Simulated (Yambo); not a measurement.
Yambo input for a free-standing PtSe₂ monolayer (symmetry P-3m1, slab cell 15.6 Å high) (a = b = 3.7100 Å, c = 15.6000 Å, α = β = 90.00°, γ = 120.00°), on norm-conserving PBE (stringent potentials; Quantum ESPRESSO, 104 Ry, no spin-orbit coupling) wavefunctions on a 24×24×1 mesh:

```
rim_cut
optics
chi
dipoles
kernel
RandQpts= 1000000
RandGvec= 2 Ry
CUTGeo= "slab z"
FFTGvecs= 30 Ry
Chimod= "HARTREE"
NGsBlkXd= 2 Ry
% QpntsRXd
 1 | 1 |
%
% BndsRnXd
 23 | 67 |
%
GrFnTpXd= "R"
% EnRngeXd
 0.0 | 20.0 | eV
%
% DmRngeXd
 0.2 | 0.2 | eV
%
CGrdSpXd= 50
ETStpsXd= 161
% LongDrXd
 1.0 | 0.0 | 0.0 |
%
```

First lines of the file o-*.alpha_q1_inv_rpa_dyson:

```
Polarizability  ( -<<X>> ) @ Q(1):   1.00000000     0.00000000     0.00000000    [q->0 direction]
#
# Polarizability units: length
#
# [ X ] Hartree size     :   79
# [GEN] GF Energies     : Perdew, Burke & Ernzerhof(X)+Perdew, Burke & Ernzerhof(C)
# [GEN] Green`s Function     : Retarded
#
# [GEN] Gauge     : Length
# [GEN] [r,Vnl] included     : yes
#
#    E[1] [eV]     Im(alpha)     Re(alpha)     Im(alpha_o)     Re(alpha_o)
#
     0.000000     -0.766354E-8     14.35122     -0.15638E-16     15.88033
     0.125000     0.126372     14.38895     0.144302     15.92339
     0.250000     0.258766     14.50378     0.295562     16.05446
     0.375000     0.404024     14.70083     0.461688     16.27945
     0.500000     0.570855     14.98928     0.652756     16.60898
     0.625000     0.771435     15.38358     0.882879     17.05973
     0.750000     1.024195     15.90532     1.173443     17.65666
     0.875000     1.359124     16.58634     1.559298     18.43663
     1.000000     1.828736     17.47331     2.101558     19.45366
     1.125000     2.532721     18.63276     2.916399     20.78482
     1.250000     3.677591     20.14638     4.244811     22.52457
     1.375000     5.718629     22.02933     6.618860     24.68918
     1.500000     9.510345     23.75031     11.04036     26.65402
     1.625000     15.22492     23.33825     17.71880     26.08465
     1.750000     20.48012     19.26499     23.76143     21.12682
     1.875000     22.46201     13.06504     25.71740     13.81220
     2.000000     20.91064     7.759784     23.63489     7.928079
     2.125000     18.25034     5.174147     20.61293     5.202780
     2.250000     16.16254     3.962126     18.34173     3.935149
     2.375000     14.52439     3.622247     16.68702     3.563941
     2.500000     13.84031     3.785903     16.14495     3.546211
     2.625000     14.03171     3.458143     16.39362     2.736217
     2.750000     14.16325     2.318084     16.21114     1.034051
     2.875000     13.63046     0.850007     15.06209     -0.710119
     3.000000     12.40854     -0.411388     13.25308     -1.857523
     3.125000     10.83352     -0.711362     11.41870     -1.863820
     3.250000     9.894741     -0.541079     10.36772     -1.523378
     3.375000     9.263122     -0.267263     9.694546     -1.129855
     3.500000     9.153705     -0.112396     9.523144     -0.964425
     3.625000     9.086402     -0.438107     9.328713     -1.253527
     3.750000     8.712975     -0.925309     8.840503     -1.663712
```
(The file goes on to the top of the energy range; α is in bohr.) Convergence of the RPA response with its 24×24×1 mesh was not tested.

Geometry relaxed with PBE+D3(BJ).
